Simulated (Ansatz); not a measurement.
Bi2S3, one structure, two calculations

Cell: a COD entry, ions relaxed with PBE at fixed cell.

```cif
data_Bi2S3
_symmetry_space_group_name_H-M 'Pnma'
_symmetry_Int_Tables_number 62
_cell_length_a 11.3450
_cell_length_b 3.9940
_cell_length_c 11.1930
_cell_angle_alpha 90.000
_cell_angle_beta 90.000
_cell_angle_gamma 90.000
loop_
_atom_site_label
_atom_site_type_symbol
_atom_site_symmetry_multiplicity
_atom_site_Wyckoff_symbol
_atom_site_fract_x
_atom_site_fract_y
_atom_site_fract_z
Bi1 Bi 4 c 0.4866 0.2500 0.3251
Bi5 Bi 4 c 0.3388 0.7500 0.0320
S9 S 4 c 0.2845 0.2500 0.1922
S13 S 4 c 0.5498 0.7500 0.1292
S17 S 4 c 0.3780 0.7500 0.4438
```

One atom of each set is listed.

First run. Level of theory: DFT, PBE, plane waves and PAW, scalar-relativistic, 420 eV cutoff, Γ-centred 3×7×3 k-points, Fermi–Dirac smearing 0.02 eV (Ansatz 0.2.0).

```csv
site,V_zz (10²¹ V/m²),η
Bi1,7.66,0.99
Bi5,-19.52,0.08
S9,-2.67,0.34
S13,4.24,0.94
S17,-8.90,0.16
```

Second run. The same atoms and settings, except that the functional is r2SCAN and the cutoff is 500 eV.

Q: Given the first result, estimate the second.

A: 

| site | V_zz | η | change of V_zz |
| --- | --- | --- | --- |
| Bi1 | 8.96 | 0.97 | +1.30 |
| Bi5 | -22.2 | 0.08 | -2.73 |
| S9 | -2.83 | 0.21 | -0.16 |
| S13 | 4.61 | 0.84 | +0.37 |
| S17 | -8.99 | 0.18 | -0.09 |

The largest change of V_zz is on Bi5, from -19.52 to -22.2. In per cent, |V_zz| changes by +14 to +17 on Bi, +1 to +9 on S (all sites that start above 0.5).

Spin–orbit coupling is left out, which shifts gradients on Bi by a few per cent, and by more where contributions nearly cancel.
